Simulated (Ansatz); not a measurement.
CaF2 (fluorite, space group No. 225), DFT-r²SCAN in the program Ansatz with PAW potentials. The conduction-band minimum lies at Γ, with 1 equivalent valley. Second derivatives d²E/dk² of the lowest band at one valley (eV·Å²), along Cartesian directions:

```json
[
 {"direction": "[100]", "d²E/dk²": "13.63"},
 {"direction": "[010]", "d²E/dk²": "13.63"},
 {"direction": "[001]", "d²E/dk²": "13.63"},
 {"direction": "[110]", "d²E/dk²": "13.63"},
 {"direction": "[101]", "d²E/dk²": "13.63"},
 {"direction": "[011]", "d²E/dk²": "13.63"}
]
```

Task: Find the principal effective masses, the density-of-states mass and the conductivity mass.

Result: Off-diagonal terms follow from H_xy = H[110] − (H_xx + H_yy)/2, and m*/mₑ = 7.620 eV·Å² over each eigenvalue: 0.56, 0.56, 0.56. One valley's DOS mass (m₁m₂m₃)^(1/3) = 0.56, conductivity mass 3/(Σ 1/mᵢ) = 0.56 mₑ.

Task: What effective density of states Nc follows at 300 K for parabolic valleys?

Result: Nc = 2.509e19 × 1 × (0.56)^(3/2) ≈ 1.1e19 cm⁻³.

Space group Fm-3m (fluorite). The cell was relaxed with r²SCAN under the symmetry of its start.

Potentials: the earlier of the program's two PAW sets.

Edges and masses are those of Kohn–Sham bands, whose gap is no quasiparticle gap.
